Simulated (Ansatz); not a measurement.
## MoN₂

```yaml
crystal:
  lattice:
    - [2.99139, 0.00000, 0.00000]
    - [-1.49570, 2.59062, 0.00000]
    - [0.00000, 0.00000, 5.52851]
  atoms:
    - { symbol: Mo, position: [0.00000, 0.00000, 0.00000] }
    - { symbol: N, position: [0.33333, 0.66667, 0.19061] }
    - { symbol: N, position: [0.66667, 0.33333, 0.80939] }
```

Atoms are numbered in the order listed.

The conventional cell has a = 2.991 Å, b = 2.991 Å, c = 5.529 Å, α = 90.00°, β = 90.00°, γ = 120.00°. Around Mo (atom 1) lie 6 N at 2.02 Å. N (atom 2) is surrounded by 3 Mo at 2.02 Å.

The structure comes from a relaxation in the same program, started in the CdI2 type, and has space group P-3m1. Whether it is a known phase or the ground state wasn't checked.

Methods: DFT, PBE, all-electron LAPW, scalar-relativistic (Ansatz 0.2.0); DFT, PBE, PAW with Ansatz's default frozen-core files, scalar-relativistic (Ansatz 0.2.0).

For LAPW: a Γ-centred 14×14×8 k mesh, Fermi–Dirac smearing of 0.03 eV, basis error target 1 meV/atom, no spin polarisation. PAW takes a cutoff of 420 eV at this cell. The Ansatz runs share mesh, smearing and spin set-up. Values come from LAPW unless marked.

| Quantity | Value |
| --- | --- |
| Band gap | none at this level of theory (metallic, semimetallic, or a small gap that the functional closes) |
| Density of states at the Fermi level (0.2 eV bin) | 0.36 states/eV per cell |
| Löwdin charges (with 0.13 e of the cell spilling out of the atomic basis, so their sizes and signs hang on that basis) | Mo1 1.24, N2 -0.55 e |
| Bader charges (from the PAW run) | Mo1 +2.20, N2 -1.10 e |
| Volume per atom | 96.4 bohr³ |
| Pressure at this cell | 0.04 GPa |
